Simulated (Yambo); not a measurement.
Yambo run on AuPO$_{4}$ (space group C2/c, No. 15). The wavefunctions are PBEsol (Quantum ESPRESSO, PseudoDojo norm-conserving, 84 Ry, scalar-relativistic) ones on a 2×2×2 mesh (48 occupied bands); a = 4.8015 Å, b = 4.8015 Å, c = 7.7596 Å, α = 95.93°, β = 95.93°, γ = 72.22°.

Yambo input:

```
rim_cut
gw0
dyson
el_el_corr
HF_and_locXC
ppa
em1d
RandQpts= 1000000
RandGvec= 1 Ry
EXXRLvcs= 84 Ry
VXCRLvcs= 336 Ry
Chimod= "HARTREE"
% BndsRnXp
 9 | 112 |
%
NGsBlkXp= 7 Ry
% LongDrXp
 1.0 | 1.0 | 1.0 |
%
PPAPntXp= 27.2114 eV
% GbndRnge
 1 | 112 |
%
GTermKind= "BG"
DysSolver= "n"
ExtendOut
% QPkrange
 5 | 5 | 48 | 49 |
%
```

k points by index: 5 = (-0.5, -0.5, 0).

Table of the .qp output:

```
#    K-point    Band    Eo [eV]    E [eV]    E-Eo [eV]    Vxc [eV]    Vnlxc [eV]    Sc|Eo [eV]    Sc|E [eV]    dSc/dw|Eo [eV]    Re(Z)    Im(Z)
#
    5    48    0.000000    -0.650968    -0.650968    -21.12302    -26.75479    4.802852    4.980798    -7.436677    0.785363    -0.001356
    5    49    1.803073    3.319422    1.516349    -22.19660    -18.29043    -2.012778    -2.389818    -6.765760    0.800871    -0.001253
```
(The two width columns are left out.) Convergence of these settings isn't established.

Spin-orbit coupling is not included.

Geometry of the Materials Project entry, not relaxed at this level.

The structure is a Materials Project entry; no match was found in the copy of COD used, and its stability was not checked.
